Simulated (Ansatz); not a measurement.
Relaxed candidate structures of LaSeCl:

A. P-6m2 (No. 187), hP3; a = b = 4.9322 Å, c = 3.5480 Å, α = β = 90.00°, γ = 120.00°; La 1a (0.000, 0.000, 0.000); Se 1d (0.333, 0.667, 0.500); Cl 1f (0.667, 0.333, 0.500); ferromagnetic

B. Pnma (No. 62), oP12; a = 7.6466 Å, b = 4.3699 Å, c = 9.1452 Å, α = 90.00°, β = 90.00°, γ = 90.00°; La 4c (0.240, 0.750, 0.131); Se 4c (0.459, 0.250, 0.329); Cl 4c (0.135, 0.750, 0.440); non-magnetic

Q: Put the candidates in order of energy per atom, lowest first, for r2SCAN (plane waves to 500 eV, PAW, scalar-relativistic; Ansatz, an electronic-structure program).

A: B (reference, the lowest among the structures calculated here), A (+0.97 eV/atom)

Q: Give each candidate's band gap.

A: No gap: A. B: 1.71 eV (no spin-orbit coupling).

Each run could gain symmetry but not lose that of its start, so entries can be saddle points. From databases, or of a type measured for this composition: Pnma, oP12, non-magnetic; the others are generated cells (placed on structure types, drawn at random, substituted or restacked) that were not matched to a known phase here. Each structure is listed in the lowest spin state found for it. Static energies at zero pressure. The runs use different k-meshes, so differences are rounded accordingly. Spin states reached: ferromagnetic, non-magnetic; non-magnetic ones ran without spin or lost their moments; spin orders were not searched systematically. The d or f electrons are treated with no Hubbard U. Gaps of cells over 8 atoms come from the SCF mesh and high-symmetry points alone.
